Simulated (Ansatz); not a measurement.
Relaxed Ti (hcp, Mg type):

```xyz
2
Lattice="2.9391 0.0000 0.0000 -1.4696 2.5454 0.0000 0.0000 0.0000 4.6501" Properties=species:S:1:pos:R:3 pbc="T T T"
Ti     0.0000     1.6969     3.4876
Ti     1.4696     0.8485     1.1625
```

All values below come from PBE (plane waves to 420 eV, PAW, scalar-relativistic; Ansatz, a quantum-chemistry and plane-wave program). k mesh 15×15×8 (Γ-centred), Fermi-Dirac smearing 0.05 eV. With partly filled bands, energies and forces of such displacements shift with the k mesh and the smearing. Ti is run without spin polarisation. Ti was relaxed with its symmetry unable to fall.

One atom of the cell was then moved (with its periodic images), all else fixed, and the forces (eV/Å) came out as:

| atom | Fx | Fy | Fz |
|---|---|---|---|
| Ti1 | 0.196 | 0.179 | 0.520 |
| Ti2 | -0.196 | -0.179 | -0.520 |

With two atoms only their relative shift counts; take Ti1 as fixed.

### Question
Which atom was moved, and by which vector (Å)?

### Answer
Ti2, by (0.13, 0.13, 0.13), 0.23 Å in all.

(For displaced atoms, the force is minus the slope of the energy, and its curvature is a force constant, which sets phonon frequencies.)
